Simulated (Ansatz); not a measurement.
Sr3Se2Cl2O6:
Space group C2 (No. 5); a = 12.9624 Å, b = 5.4690 Å, c = 6.3314 Å, α = γ = 90.00°, β = 94.19°

| atom | site | symmetry | x | y | z |
|---|---|---|---|---|---|
| Sr | 4c | 1 | 0.2097 | 0.4954 | 0.2157 |
| Sr | 2a | 2 | 0.0000 | 0.9509 | 0.0000 |
| Se | 4c | 1 | 0.1008 | 0.4957 | 0.7239 |
| Cl | 4c | 1 | 0.1585 | 0.0031 | 0.3803 |
| O | 4c | 1 | 0.3463 | 0.2234 | 0.1144 |
| O | 4c | 1 | 0.3667 | 0.7501 | 0.1165 |
| O | 4c | 1 | 0.0244 | 0.5453 | 0.2399 |
(The calculation used a cell of 13 atoms; values per cell refer to that cell.)

Relaxed with LDA.

**Question.** Which orbitals make up the states near the band edges in LDA in the plane-wave PAW code Ansatz?

**Answer.** Top 1 eV of the valence band: O 2p 73 %, Cl 3p 15 %. Bottom 1 eV of the conduction band: Se 4p 45 %, O 2p 22 %, O 2s 6 %, outside the projected shells 22 %. Projections are on Löwdin-orthogonalised atomic valence shells; empty p or d shells of many metals are not among them.

**Question.** Tabulate the density of states.

**Answer.** States/eV per cell of 13 atoms, in 0.25 eV bins, energy from the valence-band maximum.

```tsv
E (eV)	total	O 2p	Cl 3p	Se 4p
-7.86	0.00	0.00	0.00	0.00
-7.61	0.00	0.00	0.00	0.00
-7.36	0.00	0.00	0.00	0.00
-7.11	0.00	0.00	0.00	0.00
-6.86	0.00	0.00	0.00	0.00
-6.61	0.00	0.00	0.00	0.00
-6.36	0.00	0.00	0.00	0.00
-6.11	0.00	0.00	0.00	0.00
-5.86	0.00	0.00	0.00	0.00
-5.61	0.79	0.49	0.01	0.20
-5.36	12.90	7.87	0.19	3.28
-5.11	17.14	10.38	0.26	4.28
-4.86	9.16	5.07	0.24	2.73
-4.61	3.44	1.73	0.15	1.17
-4.36	4.56	2.22	0.19	1.63
-4.11	0.00	0.00	0.00	0.00
-3.86	0.00	0.00	0.00	0.00
-3.61	0.00	0.00	0.00	0.00
-3.36	0.00	0.00	0.00	0.00
-3.11	3.10	2.07	0.66	0.02
-2.86	6.36	4.31	1.32	0.04
-2.61	10.33	6.13	3.21	0.09
-2.36	13.96	9.15	3.82	0.11
-2.11	14.92	8.25	5.70	0.12
-1.86	17.84	7.87	8.96	0.16
-1.61	14.06	6.33	7.00	0.14
-1.36	14.62	9.01	4.75	0.23
-1.11	15.73	10.74	4.14	0.24
-0.86	19.06	14.17	3.44	0.55
-0.61	5.93	4.09	1.03	0.34
-0.36	2.94	2.10	0.26	0.24
-0.11	5.14	3.78	0.29	0.43
0.14	0.00	0.00	0.00	0.00
0.39	0.00	0.00	0.00	0.00
0.64	0.00	0.00	0.00	0.00
0.89	0.00	0.00	0.00	0.00
1.14	0.00	0.00	0.00	0.00
1.39	0.00	0.00	0.00	0.00
1.64	0.00	0.00	0.00	0.00
1.89	0.00	0.00	0.00	0.00
2.14	0.00	0.00	0.00	0.00
2.39	0.00	0.00	0.00	0.00
2.64	0.00	0.00	0.00	0.00
2.89	0.00	0.00	0.00	0.00
3.14	0.00	0.00	0.00	0.00
3.39	0.00	0.00	0.00	0.00
3.64	0.00	0.00	0.00	0.00
3.89	0.00	0.00	0.00	0.00
4.14	0.47	0.09	0.00	0.21
4.39	5.92	1.32	0.06	2.69
4.64	2.81	0.65	0.02	1.31
4.89	6.00	1.31	0.07	2.72
5.14	8.28	1.83	0.12	3.64
5.39	4.46	0.93	0.05	1.81
5.64	7.32	1.55	0.10	2.76
5.89	5.46	1.17	0.05	1.22
6.14	5.67	1.20	0.05	1.15
6.39	4.65	0.56	0.04	0.66
6.64	5.33	0.35	0.04	0.44
6.89	7.69	0.43	0.04	0.46
7.14	8.86	0.42	0.05	0.43
7.39	9.32	0.47	0.06	0.53
7.64	10.14	0.57	0.06	0.59
7.89	11.74	0.59	0.07	0.61
8.14	10.82	0.52	0.08	0.51
8.39	9.62	0.42	0.09	0.35
8.64	10.08	0.42	0.10	0.25
8.89	11.82	0.46	0.11	0.24
```

The workflow started from a Materials Project entry (that database holds measured and hypothetical structures alike); the Crystallography Open Database copy checked does not list it. Its standing as an ambient phase is unchecked. Symmetry was held in the LDA relaxation; whether a distortion lowers the energy is not shown. Scalar-relativistic: spin–orbit coupling is off unless named, which matters more the heavier the elements.

Potentials: the later of the program's two PAW sets.
